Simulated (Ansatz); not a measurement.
Ru (bcc (W type), Im-3m) is relaxed with plane-wave PAW PBEsol (Ansatz code). What lattice parameters of the conventional cell result?

a = 3.018 Å.

The start of the workflow was typed in or built on a structure type; neither database checked (COD, Materials Project) lists it. It is not the phase usual at ambient conditions (space group No. 194). The PBEsol relaxation kept the symmetry of its start. At this level the phase is mechanically unstable. No spin polarisation was allowed.

Potentials: the later of the program's two PAW sets.
